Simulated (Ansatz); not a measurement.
**CsCaF3: the gap under pressure**

CsCaF3, Pm-3m, a = 4.494 Å. The structure is a Materials Project entry; whether it is the stable form wasn't checked. Ansatz: PBEsol, PAW, 420 eV, Γ-centred 6×6×6 mesh on 5 atoms, Gaussian smearing 0.02 eV; no spin polarisation. Cell and atoms are relaxed at each pressure, and no other structure is tried, so the rows at high pressure may lie past a change of phase. The gap is sought over the whole zone. The pressures are the targets, met within 0.06 GPa.

| P (GPa) | gap y (eV) |
| --- | --- |
| -2.0 | ? |
| 0.0 | 7.096 |
| 2.0 | 7.310 |
| 5.0 | 7.583 |
| 10.0 | 7.958 |
| 20.0 | 8.232 |
| 40.0 | 8.149 |

**Question.** Fit y = E0 + αP + βP² to the other rows and predict the missing gap.

**Answer.** Least squares on the rows shown. y = 7.1392 + 0.091062 P − 0.0016528 P². So α = 91.1 meV/GPa, but an edge moves to another point of the zone between 0 and 2 GPa, so this isn't the slope at zero pressure. With a term in P³ added, the coefficient of P becomes 0.1217, 34 % more, which shows how far this figure hangs on the form. At P = -2.0 the fit asked for gives 6.950 eV. The run gave 6.835 eV, so the fit is 0.115 eV too high, 8.2 % of the span of the series, against an rms of 0.046 eV on the fitted rows. The row lies outside the fitted range. With a term in P³ added, a fit to the same known rows predicts 6.827 eV, so most of the miss is curvature that the known rows already hold. Also, among the fitted rows a band edge sits at another point of the zone at 2, 5, 10, 20, 40 GPa than at zero pressure, so one curve spans more than one gap, which can bend the series.

Spin-orbit coupling is left out, which matters for the bands of heavy elements. Semilocal functionals give gaps under the measured ones; changes of the gap mostly carry over better.

Symmetry holds off the tilts and polar distortions that many cubic perovskites undergo.

Cost: 7 runs of about 1 core-minutes in all, on Intel Xeon 6975P-C (Granite Rapids) (shared hosts).